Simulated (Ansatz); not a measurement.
## Does relaxation matter for the field gradients of MoS2 with phosphorus replacing S?

Start: a supercell of MoS2 (space group P6_3/mmc) built from a COD entry, with all atoms left at the host's positions.

Space group P3m1 (No. 156); a = 6.3380, c = 12.3240 Å, γ = 120.00°.

```csv
site,Wyckoff,site symmetry,x,y,z
Mo1,1a,3m.,0.0000,0.0000,0.2500
Mo2,3d,.m.,0.0000,0.5000,0.2500
Mo5,3d,.m.,0.1667,0.8333,0.7500
Mo8,1c,3m.,0.6667,0.3333,0.7500
P,1a,3m.,0.0000,0.0000,0.6230
S10,3d,.m.,0.0000,0.5000,0.6230
S13,3d,.m.,0.1667,0.8333,0.1230
S16,1c,3m.,0.6667,0.3333,0.1230
S17,1a,3m.,0.0000,0.0000,0.8770
S18,3d,.m.,0.0000,0.5000,0.8770
S21,3d,.m.,0.1667,0.8333,0.3770
S24,1c,3m.,0.6667,0.3333,0.3770
```

One atom of each set is listed.

Computed with Ansatz: DFT, PBE, plane waves and PAW, scalar-relativistic, collinear spin, 420 eV cutoff, Γ-centred 4×4×2 k-points, Fermi–Dirac smearing 0.01 eV. Start moments as typed (μB): 1 on each P, none on the rest.

The largest force at the start is 0.23 eV/Å. Relaxing the ions at fixed cell moves them by 0.056 Å at most (atom 8, Mo) and 0.047 Å rms. End positions:

Mo1 (0.0000, 0.0000, 0.2532)
Mo2 (0.0002, 0.5001, 0.2540)
Mo5 (0.1667, 0.8333, 0.7464)
Mo8 (0.6667, 0.3333, 0.7455)
P (0.0000, 0.0000, 0.6188)
S10 (0.0007, 0.5003, 0.6203)
S13 (0.1670, 0.8330, 0.1268)
S16 (0.6667, 0.3333, 0.1272)
S17 (0.0000, 0.0000, 0.8726)
S18 (0.9969, 0.4984, 0.8729)
S21 (0.1658, 0.8342, 0.3805)
S24 (0.6667, 0.3333, 0.3803)

| site | moved (Å) | first shell before | first shell after | V_zz before (10²¹ V/m²) | η before |
| --- | --- | --- | --- | --- | --- |
| Mo1 | 0.040 | 6 S at 2.41 Å | 6 S at 2.40–2.41 Å | -7.58 | 0.00 |
| Mo5 | 0.044 | 5 S at 2.41 Å, 1 P at 2.41 Å | 5 S at 2.40–2.41 Å, 1 P at 2.41 Å | -7.20 | 0.09 |
| Mo8 | 0.056 | 6 S at 2.41 Å | 6 S at 2.40 Å | -6.40 | 0.00 |
| P | 0.052 | 3 Mo at 2.41 Å | 3 Mo at 2.41 Å | -2.13 | 0.00 |
| S10 | 0.034 | 3 Mo at 2.41 Å | 3 Mo at 2.40 Å | -4.52 | 0.21 |
| S13 | 0.047 | 3 Mo at 2.41 Å | 3 Mo at 2.41 Å | -5.12 | 0.01 |
| S16 | 0.052 | 3 Mo at 2.41 Å | 3 Mo at 2.41 Å | -5.16 | 0.00 |
| S17 | 0.054 | 3 Mo at 2.41 Å | 3 Mo at 2.40 Å | -4.92 | 0.00 |
| S18 | 0.054 | 3 Mo at 2.41 Å | 3 Mo at 2.40–2.41 Å | -4.53 | 0.09 |
| S21 | 0.044 | 3 Mo at 2.41 Å | 3 Mo at 2.40–2.41 Å | -4.46 | 0.00 |

(1) What are V_zz and η after the relaxation?

## Answers

(1) 

```
site  V_zz after  η after  change of V_zz
 Mo1       -7.79     0.00           -0.21
 Mo5       -7.07     0.04           +0.13
 Mo8       -6.77     0.00           -0.37
   P       -2.03     0.00           +0.10
 S10       -4.49     0.25           +0.03
 S13       -5.24     0.02           -0.12
 S16       -5.35     0.00           -0.19
 S17       -5.13     0.00           -0.21
 S18       -4.73     0.05           -0.20
 S21       -4.32     0.03           +0.14
```

The largest change of V_zz is on Mo8, from -6.40 to -6.77. In per cent, |V_zz| changes by -2 to +6 on Mo, -5 on P, -3 to +5 on S (all sites that start above 2). The table leaves out 2 of the 12 sites, with |V_zz| up to 7.17; their tensors move by 0.16 at most along any direction. The statements above cover all sites. The host's own positions weren't relaxed first, so part of the change far from the defect can be the host's relaxation.

The defect repeats with the cell of 24 atoms, so it feels its images: sites between two images don't show the values beside a lone defect, and zeros or small values of η there can come from the images' arrangement. Mo and S carry a gradient in the pure host already, so the values there aren't the defect's effect alone. The defect cell has no gap above 0.1 eV on its mesh, so the values can hang on the smearing and the k-mesh. Without spin–orbit coupling (the program notes it for Mo) the gradients can shift somewhat, as the gap is small. The start moments die out, and the run ends without spin.
Before: The neighbours have not yet relaxed around the defect (largest force 0.23 eV/Å), so a real crystal will differ.
After: The relaxation keeps the site symmetry 3m of the start, so the impurity can move only along its axis; a distortion that would localise the partly filled state isn't explored.
